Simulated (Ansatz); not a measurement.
Input file for Ansatz (an electronic-structure program):

Ansatz 0.2 input:
```yaml
crystal:
  lattice:
    - [1.3742189462, 0.7934056785, 4.6470237173]
    - [-1.3742189462, 0.7934056785, 4.6470237173]
    - [0.0, -1.586811357, 4.6470237173]
  atoms:
    - { symbol: Ag, position: [0.0, 0.0, 0.0] }
    - { symbol: Pt, position: [0.5, 0.5, 0.5] }
kpoints:
  mp_grid: { grid: [17, 17, 17] }
hamiltonian:
  xc: lda
  pseudopotentials: { kind: paw }
scf:
  occupations: { method: fermi_dirac, width: 0.1 }
phonons:
  method: dfpt
  response_accuracy: low
  eigenvectors: true
  rigid_motions: translations
```

Output (shortened):

```
Pseudopotential: Ag, paw, valence charge 19
Pseudopotential: Pt, paw, valence charge 18
Functional definition: SPW92
Crystal: 2 atoms, lattice volume = 30.400 Å³
Basis set: ecut = 420 eV, 591 PW (Γ), exchange–correlation on 72×72×72 points (8 copies of the dense FFT grid, shifted against one another)
Bands: 23, of which v1, the nominal top of the filled ones, is band 19 counted from 1 (18 counted from 0)
Symmetry: 12 space group operations
k-points: 1305 of 4913 (irreducible under 2 space group operations, time reversal used)
SCF iter   1: F=—  HF=-19703.275412 eV  |F-HF|=—  |Δ(HF+E_count)|=         —  Δρ=1.14e-2  dr2=3.40e-2  ethr=1.77e-3  ⟨swp⟩=4.9  Hψ=113060  notcnv=0
preconditioner: auto → Kerker (q_TF=auto, 2.819 Å⁻¹)
SCF iter   2: F=—  HF=-19703.268062 eV  |F-HF|=—  |Δ(HF+E_count)|=   7.35e-3  Δρ=4.68e-3  dr2=7.07e-3  ethr=9.19e-5  ⟨swp⟩=2.2  Hψ=54768  notcnv=0
SCF iter   3: F=—  HF=-19703.266308 eV  |F-HF|=—  |Δ(HF+E_count)|=   1.75e-3  Δρ=1.53e-3  dr2=1.19e-3  ethr=1.91e-5  ⟨swp⟩=1.5  Hψ=35164  notcnv=0
SCF iter   4: F=—  HF=-19703.265943 eV  |F-HF|=—  |Δ(HF+E_count)|=   3.64e-4  Δρ=5.14e-4  dr2=2.62e-4  ethr=3.21e-6  ⟨swp⟩=2.4  Hψ=47790  notcnv=0
SCF iter   5: F=—  HF=-19703.265885 eV  |F-HF|=—  |Δ(HF+E_count)|=   5.88e-5  Δρ=2.23e-4  dr2=2.08e-5  ethr=7.07e-7  ⟨swp⟩=1.1  Hψ=30071  notcnv=0
SCF iter   6: F=—  HF=-19703.265890 eV  |F-HF|=—  |Δ(HF+E_count)|=   5.52e-6  Δρ=3.82e-5  dr2=2.40e-7  ethr=5.62e-8  ⟨swp⟩=2.5  Hψ=49429  notcnv=0
SCF iter   7: F=—  HF=-19703.265888 eV  |F-HF|=—  |Δ(HF+E_count)|=   2.11e-6  Δρ=6.56e-6  dr2=1.29e-8  ethr=6.50e-10  ⟨swp⟩=2.0  Hψ=48852  notcnv=0
SCF iter   8: F=—  HF=-19703.265888 eV  |F-HF|=—  |Δ(HF+E_count)|=   3.29e-9  Δρ=1.69e-6  dr2=9.86e-10  ethr=3.48e-11  ⟨swp⟩=2.1  Hψ=43244  notcnv=0
SCF iter  10: F=-19703.265888 eV  HF=-19703.265888 eV  |F-HF|=3.64e-12  |Δ(HF+E_count)|=    0.00e0  Δρ=4.25e-8  dr2=4.06e-13  ethr=1.00e-12  ⟨swp⟩=5.3  Hψ=117276  notcnv=0
SCF 1 converged in 10 iterations: F = -19703.265888 eV  dr2 = 4.06e-13
DFPT response loops at Γ: preconditioner auto → Kerker (q_TF=auto, 2.819 Å⁻¹) (partly filled bands, converged f_vac=0.000) …
SCF converged after 10 iterations
Free energy (F): -19703.265888 eV
Harris-Foulkes:  -19703.265888 eV  (|F-HF|=3.64e-12)
Internal energy: -19703.243354 eV  (E = F + TS)
E sigma→0 (E₀):  -19703.254621 eV
Entropy (-TS):   -0.022534 eV (-11.267 meV/atom)
Fermi energy:    20.945285 eV
--- Per-component energies (eV) ---
  E_band       = -330.154858
  E_kinetic    = 1168.033828
  E_local      = -3507.172618  (includes V_loc(G=0)·N_el)
  E_nonlocal   = 293.500070
  E_hartree    = 1481.189715
  E_xc         = -445.290326
  E_vxc        = -538.942685  (∫ρ·V_xc dr)
  E_paw        = -12947.942682  (= ΣΔE_a)
  E_vpaw       = -707.953294  (= ΣTr[D̂ρ^β])
  E_aug_tail   = 0.000414  (compensation charges beyond the density's cutoff)
  E_ewald      = -5746.750431
  E_core_change = 1.188677  (= ΣΔE_core)
  E_smearing   = -0.022534  (= −TS)
  E_closure    = 0.000000  (closes the sum)
  Σ components = -19703.265888   (vs F -19703.265888, Δ=0.00e0)
  [band-id]    e_kinetic+e_local+e_nonlocal+2·e_hartree+e_vxc+e_vpaw+e_augmentation_tail = -330.154856   (vs E_band -330.154858, Δ=2.56e-6)
--- Band table (eV; the first three rows and the last of 1305) ---
  k-point 0: bands = ["-77.2792", "-70.7026", "-34.2435", "-34.1517", "-34.1517", "-31.2874", "-31.2874", "-31.2337", "11.6733", "14.0605", "16.2132", "16.2132", "16.5758", "17.0007", "17.0007", "18.3424", "18.3424", "20.3688", "20.4691", "20.4691", …
  k-point 1: bands = ["-77.2783", "-70.7018", "-34.2423", "-34.1594", "-34.1536", "-31.3011", "-31.2908", "-31.2323", "11.7992", "14.1537", "16.1692", "16.2760", "16.6223", "16.9185", "17.0333", "18.2468", "18.3951", "19.5566", "20.4338", "21.4088", …
  k-point 2: bands = ["-77.2759", "-70.6995", "-34.2389", "-34.1814", "-34.1591", "-31.3404", "-31.3004", "-31.2282", "12.1658", "14.4151", "16.0532", "16.4585", "16.6522", "16.7944", "17.1097", "17.9864", "18.5716", "18.8684", "20.3327", "22.4503", …
  k-point 1304: bands = ["-77.2783", "-70.7018", "-34.2357", "-34.1594", "-34.1535", "-31.3012", "-31.2909", "-31.2414", "13.0179", "14.0862", "16.1685", "16.2436", "16.3789", "16.9129", "17.5930", "17.7179", "17.8745", "17.8788", "20.0695", "20.1165", …
--- Phonons (Γ-DFPT): 4 representative perturbations + reference, on 1305 of 4913 k-points (Σ response iterations 12) ---
  ASR residual: 2.663e-4 → 0.000e0 eV/Å²; symmetrization residual: 2.469e-4 eV/Å²
  ASR residual per site (eV/Å²): 8.86e-5 2.66e-4
  Γ frequencies (cm⁻¹): 0.00 0.00 0.00 81.44 81.44 200.23
  non-analytic LO–TO correction: not included (Born effective charges unavailable; polar crystals: no LO–TO splitting at Γ)
```

Cost: roughly 7 core-minutes on shared cores.

Space group R-3m. The first step of the workflow began from a Materials Project structure, measured or hypothetical; the Crystallography Open Database copy checked does not list it. With Ag and Pt taken as one species the cell has the higher symmetry Fm-3m, so it may be an ordered model of a mixed-site phase. Its standing as an ambient phase is unchecked. The LDA relaxation kept the symmetry of its start; whether a distortion lowers the energy is not shown. No spin polarisation was allowed. As this level gives no gap, phonon frequencies hold no LO–TO term and depend on the k-mesh and smearing (Fermi–Dirac, 0.1 eV here). Scalar-relativistic: spin–orbit coupling is off unless named, which matters more the heavier the elements.

Potentials: the later of the program's two PAW sets.

Ansatz is a plane-wave DFT program.
